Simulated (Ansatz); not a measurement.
TaGe2:
```cif
data_Ge6Ta3
_chemical_formula_sum 'Ta3 Ge6'
_space_group_name_H-M_alt 'P 1'
_space_group_IT_number 1
_cell_length_a 4.97451
_cell_length_b 4.97451
_cell_length_c 6.73592
_cell_angle_alpha 90.000
_cell_angle_beta 90.000
_cell_angle_gamma 120.000
loop_
_space_group_symop_operation_xyz
  'x, y, z'
loop_
_atom_site_label
_atom_site_type_symbol
_atom_site_fract_x
_atom_site_fract_y
_atom_site_fract_z
_atom_site_occupancy
Ta1 Ta 0.50000 0.00000 0.50000 1
Ta2 Ta 0.50000 0.50000 0.83333 1
Ta3 Ta 0.00000 0.50000 0.16667 1
Ge1 Ge 0.16359 0.32719 0.50000 1
Ge2 Ge 0.83641 0.16359 0.83333 1
Ge3 Ge 0.67281 0.83641 0.16667 1
Ge4 Ge 0.83641 0.67281 0.50000 1
Ge5 Ge 0.16359 0.83641 0.83333 1
Ge6 Ge 0.32719 0.16359 0.16667 1
```

Relaxed with r²SCAN.

### Question
Which orbitals make up the states near the Fermi level in r²SCAN (plane waves, PAW; program Ansatz)?

### Answer
Within 0.5 eV of the Fermi level: Ta 5d 67 %, Ge 4p 25 %, Ge 4s 5 %. Projections are on Löwdin-orthogonalised atomic valence shells; empty p or d shells of many metals are not among them.

### Question
Tabulate the density of states.

### Answer
States/eV per cell of 9 atoms, in 0.25 eV bins, energy from the Fermi level.

```csv
E (eV),total,Ta 5d,Ge 4p,Ge 4s
-7.85,2.27,0.41,0.51,1.23
-7.60,1.36,0.27,0.29,0.73
-7.35,0.75,0.15,0.17,0.40
-7.10,0.52,0.11,0.12,0.27
-6.85,0.67,0.13,0.28,0.20
-6.60,1.02,0.18,0.54,0.18
-6.35,1.50,0.26,0.89,0.17
-6.10,2.32,0.42,1.45,0.21
-5.85,4.62,0.97,2.97,0.32
-5.60,2.86,0.59,1.83,0.24
-5.35,4.03,0.88,2.55,0.35
-5.10,2.33,0.53,1.39,0.23
-4.85,3.68,0.89,2.21,0.32
-4.60,3.88,1.03,2.22,0.36
-4.35,2.84,0.77,1.60,0.28
-4.10,3.59,0.97,1.99,0.41
-3.85,3.34,0.94,1.89,0.34
-3.60,3.77,1.15,2.04,0.39
-3.35,3.51,1.13,1.92,0.30
-3.10,5.43,2.00,2.82,0.37
-2.85,7.41,3.03,3.76,0.33
-2.60,6.74,3.12,3.18,0.22
-2.35,9.89,5.18,4.17,0.25
-2.10,10.09,5.45,4.11,0.23
-1.85,5.42,2.91,2.13,0.20
-1.60,4.30,2.51,1.48,0.20
-1.35,3.41,2.11,1.05,0.16
-1.10,3.06,1.95,0.89,0.14
-0.85,2.39,1.55,0.68,0.10
-0.60,1.77,1.17,0.49,0.07
-0.35,1.82,1.18,0.52,0.08
-0.10,3.72,2.32,1.02,0.24
0.15,2.46,1.75,0.52,0.11
0.40,2.25,1.61,0.44,0.13
0.65,2.30,1.52,0.50,0.20
0.90,4.73,2.60,1.21,0.70
1.15,3.97,2.31,0.90,0.58
1.40,2.32,1.34,0.56,0.32
1.65,4.08,2.18,1.19,0.53
1.90,4.57,2.54,1.20,0.60
2.15,6.02,3.56,1.41,0.72
2.40,6.89,3.65,1.61,1.05
2.65,5.32,2.81,1.26,0.74
2.90,5.69,2.92,1.34,0.76
3.15,7.50,4.22,1.61,0.89
3.40,7.68,4.13,1.68,0.88
3.65,8.02,3.66,2.13,0.95
3.90,7.65,3.15,2.39,0.85
4.15,5.99,2.39,1.87,0.65
4.40,6.40,2.51,2.26,0.62
4.65,4.09,1.33,1.66,0.32
```

Space group P6_222. The workflow started from a Materials Project entry (that database holds measured and hypothetical structures alike); the Crystallography Open Database files this formula in space group No. 180, but the cells were not matched. Whether it is the stable phase at ambient conditions was not checked. The r²SCAN relaxation kept the symmetry of its start; its stability against distortions is not shown here. The run is not spin-polarised. Scalar-relativistic: spin–orbit coupling is off unless named, which matters more the heavier the elements.

Potentials: the later of the program's two PAW sets.
